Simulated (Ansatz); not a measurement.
A frame of SrY4 from dynamics at 1720 K, with the forces (eV/Å) computed on a k mesh in the last three columns. Method: DFT PBE, scalar-relativistic, plane waves, PAW in Ansatz.

Settings: cutoff 420 eV, Γ-centred mesh 3×3×3 on the computed 20-atom cell, Fermi–Dirac smearing of 0.15 eV; no spin polarisation.

```xyz
20
Lattice="8.884 0.100 -0.047 0.100 9.601 0.262 -0.047 0.262 8.891" Properties=species:S:1:pos:R:3:forces:R:3 pbc="T T T"
Y     0.357    9.055    2.096    1.080    0.820    0.050
Y     5.230    5.562    8.405    0.540    0.400   -0.040
Y     7.825    3.768    6.263   -0.210    0.480   -0.010
Y     6.634    1.164    0.289    1.030    0.800   -0.970
Y     8.340    6.836    4.336    0.890   -0.270    0.190
Y     7.095    1.492    3.854   -0.350   -0.820   -0.630
Y     6.623    8.468    6.738   -0.510    0.270    0.230
Y     8.600    6.555    8.784   -0.210   -0.070    0.720
Y     4.087    2.599    1.153   -0.620    0.000    0.730
Y     3.154    5.484    2.431   -0.600    0.770   -0.810
Y     1.400    3.042    3.461   -0.860   -0.600    0.250
Y     6.420    8.048    2.059   -1.370   -1.270    0.060
Y     0.941    2.839    8.655    0.010    0.270    0.990
Y     0.527    0.620    6.063    0.160   -0.510    0.210
Y     5.287    5.621    4.871    0.130    0.860    0.390
Y     6.602    4.363    2.385    1.070    0.090   -0.680
Sr    3.554    8.959    4.170   -0.020    0.120    0.130
Sr    2.158    5.763    6.755    0.160    0.270   -0.630
Sr    4.281    2.719    5.943   -0.430   -0.910    0.360
Sr    3.281    9.321    9.043    0.120   -0.680   -0.570
```

Static pressure 0.1 GPa (no kinetic part), no gap on the mesh.

Counting as bonded all pairs within 1.3 times the summed covalent radii:

```json
{"atom → neighbour": "Sr → Sr", "mean count": "3.50", "mean length (Å)": "4.25", "spread (Å)": "0.33"}
{"atom → neighbour": "Sr → Y", "mean count": "11.00", "mean length (Å)": "4.06", "spread (Å)": "0.41"}
{"atom → neighbour": "Y → Sr", "mean count": "2.75", "mean length (Å)": "4.06", "spread (Å)": "0.41"}
{"atom → neighbour": "Y → Y", "mean count": "10.50", "mean length (Å)": "3.83", "spread (Å)": "0.51"}
```

Angles between all pairs of such bonds at an atom (mean ± spread): 96 ± 35° at Sr, 96 ± 35° at Y.

Cost: 1 run of about 4.8 core-minutes, on Arm Neoverse V1 (shared hosts).